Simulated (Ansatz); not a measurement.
LiPd:
```
CELL_PARAMETERS angstrom
      2.93912     0.00000     0.00000
      0.00000     2.93912     0.00000
      0.00000     0.00000     2.93912
ATOMIC_POSITIONS crystal
  Li 0.00000 0.00000 0.00000
  Pd 0.50000 0.50000 0.50000
```

Relaxed with PBEsol.

### Question
Give the Bader charges and basin volumes of the independent atoms, the program Ansatz at the PBEsol level (PAW).

### Answer


| atom | Bader charge (e) | Bader volume (Å³) |
|---|---|---|
| Li1 | +0.82 | 3.0 |
| Pd2 | -0.82 | 22.4 |

Space group Pm-3m (CsCl type). The workflow started from an entry of the Crystallography Open Database (COD), which files this formula under 2 space groups. Whether it is the stable phase at ambient conditions was not checked. The PBEsol relaxation kept the symmetry of its start; whether a distortion lowers the energy is not shown. The run is not spin-polarised.

Potentials: the later of the program's two PAW sets.
